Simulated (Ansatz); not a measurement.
Na2MgPb (space group P6_3/mmc)

```xyz
8
Lattice="5.0943 0.0000 0.0000 -2.5471 4.4118 0.0000 0.0000 0.0000 10.0879" Properties=species:S:1:pos:R:3 pbc="T T T"
Na     2.5471     1.4706     4.2420
Na     0.0000     2.9412     5.8459
Na     0.0000     2.9412     9.2859
Na     2.5471     1.4706     0.8020
Mg     0.0000     0.0000     7.5659
Mg     0.0000     0.0000     2.5220
Pb     2.5471     1.4706     7.5659
Pb     0.0000     2.9412     2.5220
```

The slice is a (1 -1 0 0) plane (indices of the conventional cell) through the point (0.333, 0.667, 0.920) (fractional), spanned by u = [110] and v = [001] in vectors of this cell: u (5.09 Å) and v (10.09 Å, at 90° to u). It covers one period; positions are fractions (u, v).

Calculation: PBEsol (plane waves to 420 eV, PAW, scalar-relativistic; Ansatz, a first-principles code). k mesh 11×11×5. Inside the PAW spheres the values are not all-electron values, and peaks at nuclei hang on which shells count as valence. Na2MgPb was relaxed with its symmetry unable to fall. Spin-orbit coupling is left out, though Pb is heavy.

Problem. Predict the map of the electron localisation function (ELF) on the slice.

Solution. 
```
v \ u  0.00  0.10  0.20  0.30  0.40  0.50  0.60  0.70  0.80  0.90
-----  ----  ----  ----  ----  ----  ----  ----  ----  ----  ----
0.90   0.05  0.02  0.13  0.48  0.58  0.60  0.58  0.48  0.13  0.02
0.75   0.14  0.03  0.09  0.47  0.58  0.60  0.58  0.47  0.09  0.03
0.60   0.61  0.40  0.02  0.11  0.17  0.18  0.17  0.11  0.02  0.40
0.45   0.40  0.43  0.51  0.50  0.29  0.17  0.29  0.50  0.51  0.43
0.30      x  0.18  0.38  0.53  0.48  0.35  0.48  0.53  0.38  0.18
0.15   0.39  0.43  0.46  0.32  0.11  0.06  0.11  0.32  0.46  0.43
0.00      x  0.61  0.04  0.14  0.41  0.45  0.41  0.14  0.04  0.61
```

Values: electron localisation function (ELF). Points within 0.5 Å of a nucleus are blanked (x), as the pseudised field means little there.
